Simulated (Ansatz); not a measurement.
Computed properties of MgO

MgO:
```yaml
crystal:
  lattice:
    - [5.49846, 0.00000, 0.00000]
    - [0.00000, 5.49846, 0.00000]
    - [0.00000, 0.00000, 3.26668]
  atoms:
    - { symbol: Mg, position: [0.32089, 0.67911, 0.00000] }
    - { symbol: Mg, position: [0.67911, 0.32089, 0.00000] }
    - { symbol: Mg, position: [0.82089, 0.82089, 0.50000] }
    - { symbol: Mg, position: [0.17911, 0.17911, 0.50000] }
    - { symbol: O, position: [0.31635, 0.31635, 0.00000] }
    - { symbol: O, position: [0.68365, 0.68365, 0.00000] }
    - { symbol: O, position: [0.18365, 0.81635, 0.50000] }
    - { symbol: O, position: [0.81635, 0.18365, 0.50000] }
```

Space group P4_2/mnm (No. 136); conventional cell a = b = 5.498 Å, c = 3.267 Å, α = β = γ = 90.00°.

Method: r²SCAN in the plane-wave PAW code Ansatz. The cell and atoms are relaxed at this level. Other levels are named where they apply.

**Cell and energy**

- Volume per atom = 12.35 Å³
- Density = 2.71 g/cm³
- Formation energy from the elements (no fitted shifts) = -271 kJ/mol of atoms

**Electronic structure**

Band gap: 4.16 eV (smallest direct gap 4.17 eV)
Valence-band maximum: on the M–Γ line, 84 % of the way from M
Conduction-band minimum: at Γ
Electron effective mass: 0.38 mₑ (isotropic)
Hole effective mass: 0.89, 3.1, 7.9 mₑ (principal values)
HSE06 gap on the r²SCAN cell: 5.12 eV

**Mechanics**

Bulk modulus (Birch–Murnaghan fit): 111 GPa
Pressure derivative B′: 2.4
Elastic constants (relaxed ions, GPa): C11 = 132, C12 = 100, C13 = 99.1, C33 = 219, C44 = 48.6, C66 = 72.2
Mechanical stability: stable (all eigenvalues of C positive)
Hill bulk and shear moduli: 117 and 40.6 GPa
Young's modulus: 109 GPa
Poisson's ratio: 0.34
Debye temperature from the elastic constants: 560 K

**Charges**

* **Bader charges**: Mg +1.73, O -1.73 e

The start of the workflow was typed in or built on a structure type; neither database checked (COD, Materials Project) lists it. It is not the phase usual at ambient conditions (space group No. 225). The cell was relaxed with r²SCAN under the symmetry of its start; whether a distortion lowers the energy is not shown. The references are the lowest solids computed at this level, not always the standard phases (solids in place of the gases).

Potentials: the later of the program's two PAW sets.
